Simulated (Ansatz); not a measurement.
A geometry of TiAl3 away from equilibrium: step 3 of the relaxation of a relaxed TiAl3 cell displaced along its unstable phonon at q = (½, 0, 0) of its primitive reciprocal cell (137i cm⁻¹), largest move 0.15 Å. Computed with PBEsol (plane waves to 420 eV, PAW, scalar-relativistic; Ansatz, a first-principles code). Γ-centred k-mesh 5×5×11 on the run's cell (coarser than for final values), Fermi–Dirac smearing 0.05 eV.

```xyz
16
Lattice="14.7615 -0.0058 0.0000 -3.6929 6.3963 0.0000 0.0000 0.0000 2.8928" Properties=species:S:1:pos:R:3:forces:R:3 pbc="T T T" free_energy=-16190.256 pressure_GPa=0.4
Al     2.6543    -0.1600    -0.0613    0.2301    0.0564    0.0474
Al     9.4394     0.1925     0.1020   -0.3550   -0.0231    0.0688
Al     1.1985     1.6851     1.3444   -0.1975   -0.2959   -0.0688
Al     8.5694     2.3758     1.5077    0.1639    0.1711   -0.0474
Al    13.6688     2.0182    -0.0570    0.1658   -0.1167   -0.1756
Al     6.1743     1.9554     0.0570    0.0181   -0.2019    0.1756
Al     5.3222    -0.1983     1.5484    0.3550    0.0231    0.0688
Al    12.1072     0.1542     1.3851   -0.2301   -0.0564    0.0474
Al     2.4993     4.0147     0.0613   -0.1639   -0.1711   -0.0474
Al     9.8701     4.7054    -0.1020    0.1975    0.2959   -0.0688
Al    12.1614     4.3665     1.3894   -0.1658    0.1167   -0.1756
Al     4.8943     4.4351     1.5034   -0.0181    0.2019    0.1756
Ti     0.0498     4.1166     1.2399   -0.1534   -0.0670    0.5140
Ti     7.2779     4.3782     0.2065   -0.1347   -0.0994   -0.5140
Ti     3.7908     2.0123     1.6529    0.1347    0.0994   -0.5140
Ti    11.0188     2.2739     2.6863    0.1534    0.0670    0.5140
```

Positions in Å, forces in eV/Å, free energy of the cell in eV (comparable only within this code, potentials and settings). Largest force: 0.54 eV/Å, on Ti13, Ti14, Ti15, Ti16 (atoms numbered as listed); the geometry lies 0.13 eV/atom above the end of its relaxation.

No spin polarisation in the result.

The run could not lose the symmetry of its start: the end is stationary, and may be a saddle point rather than a minimum.

The end of the path is a generated cell of TiAl3: the first start was made by placing the elements on the sites of a structure type, and the end was not matched to a known phase here, so it may be hypothetical. Known forms of TiAl3 include space group No. 139.
